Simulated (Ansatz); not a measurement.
One starting cell of Ti3Al (a generated trial cell of Ti3Al in the D019 structure type) was relaxed twice with Ansatz (plane waves, PAW, scalar-relativistic): with r2SCAN at 500 eV and with PBE at 420 eV. The r2SCAN result:

```
CELL_PARAMETERS angstrom
      5.74744     0.00000     0.00000
     -2.87372     4.97743     0.00000
      0.00000     0.00000     4.63161
ATOMIC_POSITIONS crystal
  Ti 0.82982 0.65964 0.25000
  Ti 0.17018 0.82982 0.75000
  Ti 0.34036 0.17018 0.25000
  Ti 0.17018 0.34036 0.75000
  Ti 0.82982 0.17018 0.25000
  Ti 0.65964 0.82982 0.75000
  Al 0.33333 0.66667 0.25000
  Al 0.66667 0.33333 0.75000
```

| quantity | r2SCAN | PBE |
|---|---|---|
| space group | P6₃/mmc | P6₃/mmc |
| volume (Å³/atom) | 16.56 | [?] |
| a (Å) | 5.747 | [?] |
| c (Å) | 4.632 | [?] |
| gap (eV, no spin-orbit coupling) | 0.00 | [?] |
| pressure at 130 % of the level's own volume (GPa) | -19.4 | [?] |

Question: Fill in the PBE column.

Answer: 
- volume (Å³/atom), PBE: 16.69
- a (Å), PBE: 5.756
- c (Å), PBE: 4.654
- gap (eV, no spin-orbit coupling), PBE: 0.00
- pressure at 130 % of the level's own volume (GPa), PBE: -18.1

Both levels end in the same structure; PBE's volume is 0.8 % larger. Neither column is exact.

No spin polarisation in the result.

The run could not lose the symmetry of its start; a randomly shaken copy of 8 atoms returns to this structure.

Ansatz is a quantum-chemistry and plane-wave program.
